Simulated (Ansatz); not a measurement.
A relaxation computed with Ansatz, from input to last step.

```yaml
crystal:
  lattice:
    - [4.122235389, 0.0, 0.0]
    - [0.0, 4.122235389, 0.0]
    - [0.0, 0.0, 4.122235389]
  atoms:
    - { symbol: "Y", position: [0.0, 0.0, 0.0] }
    - { symbol: Pt, position: [0.0, 0.5, 0.5] }
    - { symbol: Pt, position: [0.5, 0.0, 0.5] }
    - { symbol: Pt, position: [0.5, 0.5, 0.0] }
basis:
  ecutwfc: 420
kpoints:
  mp_grid: { grid: [10, 10, 10] }
hamiltonian:
  xc: pbesol
scf:
  occupations: { method: gaussian, width: 0.1 }
output:
  forces: true
  stress: true
  eigenvalues: true
relax:
  adjacent_minimum: "off"
  f_tol: 0.005
  max_steps: 50
  cell: { stress_tol: 0.05 }
```

```bash
ansatz run input.yaml --threads 1 --pin off --max-ram 2560MiB --backend cpu --events-out ev --progress --plain --runs-dir out
```

Method: DFT PBEsol, scalar-relativistic, plane waves, PAW (Ansatz).

Of 5 frames 5 are shown, positions in Å and forces in eV/Å; the SCF threshold varies from step to step. Steps run on the plane waves of an earlier cell, with a Pulay correction in the pressure. The basis is chosen afresh for the last frame, the zero of the energies, and at times for earlier ones too; energy and pressure step there, also at an unchanged geometry. The mark taken_back stands on steps that the optimiser undid.

```xyz
4
Lattice="4.1222 0.0000 0.0000 0.0000 4.1222 0.0000 0.0000 0.0000 4.1222" Properties=species:S:1:pos:R:3:forces:R:3 pbc="T T T" step=1 free_energy_over_end_meV_per_atom=19.17 pressure_GPa=-7.75
Y     0.0000    0.0000    0.0000    0.0000    0.0000    0.0000
Pt    0.0000    2.0611    2.0611    0.0000    0.0000    0.0000
Pt    2.0611    0.0000    2.0611    0.0000    0.0000    0.0000
Pt    2.0611    2.0611    0.0000    0.0000    0.0000    0.0000
4
Lattice="3.9219 0.0000 0.0000 0.0000 3.9219 0.0000 0.0000 0.0000 3.9219" Properties=species:S:1:pos:R:3:forces:R:3 pbc="T T T" step=2 free_energy_over_end_meV_per_atom=125.80 pressure_GPa=26.94 taken_back
Y     0.0000    0.0000    0.0000    0.0000    0.0000    0.0000
Pt    0.0000    1.9610    1.9610    0.0000    0.0000    0.0000
Pt    1.9610    0.0000    1.9610    0.0000    0.0000    0.0000
Pt    1.9610    1.9610    0.0000    0.0000    0.0000    0.0000
4
Lattice="4.0739 0.0000 0.0000 0.0000 4.0739 0.0000 0.0000 0.0000 4.0739" Properties=species:S:1:pos:R:3:forces:R:3 pbc="T T T" step=3 free_energy_over_end_meV_per_atom=0.64 pressure_GPa=-1.71
Y     0.0000    0.0000    0.0000    0.0000    0.0000    0.0000
Pt    0.0000    2.0370    2.0370    0.0000    0.0000    0.0000
Pt    2.0370    0.0000    2.0370    0.0000    0.0000    0.0000
Pt    2.0370    2.0370    0.0000    0.0000    0.0000    0.0000
4
Lattice="4.0621 0.0000 0.0000 0.0000 4.0621 0.0000 0.0000 0.0000 4.0621" Properties=species:S:1:pos:R:3:forces:R:3 pbc="T T T" step=4 free_energy_over_end_meV_per_atom=-0.20 pressure_GPa=-0.04
Y     0.0000    0.0000    0.0000    0.0000    0.0000    0.0000
Pt    0.0000    2.0311    2.0311    0.0000    0.0000    0.0000
Pt    2.0311    0.0000    2.0311    0.0000    0.0000    0.0000
Pt    2.0311    2.0311    0.0000    0.0000    0.0000    0.0000
4
Lattice="4.0621 0.0000 0.0000 0.0000 4.0621 0.0000 0.0000 0.0000 4.0621" Properties=species:S:1:pos:R:3:forces:R:3 pbc="T T T" step=5 free_energy_over_end_meV_per_atom=0.00 pressure_GPa=-0.03
Y     0.0000    0.0000    0.0000    0.0000    0.0000    0.0000
Pt    0.0000    2.0311    2.0311    0.0000    0.0000    0.0000
Pt    2.0311    0.0000    2.0311    0.0000    0.0000    0.0000
Pt    2.0311    2.0311    0.0000    0.0000    0.0000    0.0000
```

Time: 43 s on 1 thread of Arm Neoverse V1, with other jobs on the host, peak memory 0.41 GiB.

Spin–orbit coupling is left out, which can shift energies with elements as heavy as these.